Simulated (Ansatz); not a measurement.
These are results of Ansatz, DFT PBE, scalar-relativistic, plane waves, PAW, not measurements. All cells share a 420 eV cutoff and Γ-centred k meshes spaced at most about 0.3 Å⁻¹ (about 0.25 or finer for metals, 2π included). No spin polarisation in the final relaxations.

These are static total energies at zero pressure.

Two relaxed structures of MgCd₃O₄:

A.

```yaml
crystal:
  lattice:
    - [3.27589, 0.00000, 0.00000]
    - [0.00000, 4.66674, 0.00000]
    - [0.00000, 0.00000, 6.64273]
  atoms:
    - { symbol: Mg, position: [0.00000, 0.00000, 0.00000] }
    - { symbol: Cd, position: [0.50000, 0.50000, 0.24445] }
    - { symbol: Cd, position: [0.00000, 0.00000, 0.50000] }
    - { symbol: Cd, position: [0.50000, 0.50000, 0.75555] }
    - { symbol: O, position: [0.00000, 0.50000, 0.00000] }
    - { symbol: O, position: [0.50000, 0.00000, 0.22372] }
    - { symbol: O, position: [0.00000, 0.50000, 0.50000] }
    - { symbol: O, position: [0.50000, 0.00000, 0.77628] }
```

B.

```yaml
crystal:
  lattice:
    - [4.68005, 0.00000, 0.00000]
    - [0.00000, 4.68005, 0.00000]
    - [0.00000, 0.00000, 4.68005]
  atoms:
    - { symbol: Mg, position: [0.50000, 0.50000, 0.50000] }
    - { symbol: Cd, position: [0.50000, 0.00000, 0.00000] }
    - { symbol: Cd, position: [0.00000, 0.00000, 0.50000] }
    - { symbol: Cd, position: [0.00000, 0.50000, 0.00000] }
    - { symbol: O, position: [0.00000, 0.50000, 0.50000] }
    - { symbol: O, position: [0.50000, 0.50000, 0.00000] }
    - { symbol: O, position: [0.00000, 0.00000, 0.00000] }
    - { symbol: O, position: [0.50000, 0.00000, 0.50000] }
```

Task: Which placement of the atoms is lower in energy, and by how much?

Result: A is lower, by 28 meV/atom. The two share one framework of sites and differ in which element sits where. A has Mg and Cd ordered on rock salt sites, space group Pmmm (No. 47), 12.7 Å³/atom and no gap on its mesh; B has Mg and Cd ordered on rock salt sites, space group Pm-3m (No. 221), 12.8 Å³/atom and no gap. Counting O atoms around Cd and Mg (those within 1.25 times the shortest such distance or 1.15 times the sum of covalent radii), A and B both have Mg 6, Cd 6. In A, around Mg lie 6 O at 2.21–2.33 Å; Cd on a site of symmetry mm2 is surrounded by 6 O at 2.31–2.36 Å; O on a site of symmetry mmm is surrounded by 4 Cd at 2.31 Å and 2 Mg at 2.33 Å; 3 more sites not described. In B, around Mg lie 6 O at 2.34 Å; around Cd lie 6 O at 2.34 Å; around O on a site of symmetry 4/mmm lie 2 Mg at 2.34 Å and 4 Cd at 2.34 Å; 1 more site not described. Both come from invented guesses.

The zero gap of Pmmm, Pm-3m may come from the functional, which often closes small gaps. Cells relaxed within their symmetry can be saddle points.
